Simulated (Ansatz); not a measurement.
Relaxed-ion elastic tensor of BP (wurtzite, P6_3mc) in GPa (Voigt order), DFT-r²SCAN in the program Ansatz with PAW potentials; density 2.97 g/cm³, 11.67 Å³ per atom.

```
 427  57.0  20.2   0.0   0.0   0.0
57.0   427  20.2   0.0   0.0   0.0
20.2  20.2   478   0.0   0.0   0.0
 0.0   0.0   0.0   144   0.0   0.0
 0.0   0.0   0.0   0.0   144   0.0
 0.0   0.0   0.0   0.0   0.0   185
```

### Question
Is the crystal mechanically stable?

### Answer
Yes: the smallest eigenvalue of C is 144 GPa.

### Question
Work out the Voigt, Reuss and Hill averages.

### Answer
K_V = 170, K_R = 170, K_H = 170; G_V = 177, G_R = 172, G_H = 174 GPa.

### Question
Give Young's modulus, Poisson's ratio, Pugh's ratio and the universal anisotropy index.

### Answer
E = 9KG/(3K + G) = 390 GPa; ν = 0.12; K/G = 0.97 (brittle by the Pugh limit of 1.75); A_U = 5G_V/G_R + K_V/K_R − 6 = 0.15.

### Question
Estimate the sound speeds and the Debye temperature.

### Answer
v_l = √((K + 4G/3)/ρ) = 11600 m/s, v_t = √(G/ρ) = 7660 m/s, mean 8390 m/s; Θ = (h/k)(3n/4πV)^(1/3) v_m = 1100 K.

### Question
Solve the Christoffel equation for the three sound speeds along x, y, z.

### Answer
Eigenvalues of C_ijkl n_j n_l equal ρv² (piezoelectric stiffening left out). In km/s, slowest first: x 6.97, 7.89, 11.99; y 6.97, 7.89, 11.99; z 6.97, 6.97, 12.68.

### Question
How much does each axis shrink under pressure?

### Answer
Linear compressibilities β_i = Σ_j S_ij (j = 1 to 3): x 2.0, y 2.0, z 1.9 per TPa.

The first step of the workflow began from a Materials Project structure, measured or hypothetical; the Crystallography Open Database copy checked does not list it. It is not the phase usual at ambient conditions (space group No. 216). The cell was relaxed with r²SCAN under the symmetry of its start; phonons on a q-mesh show no instability.

Potentials: the earlier of the program's two PAW sets.
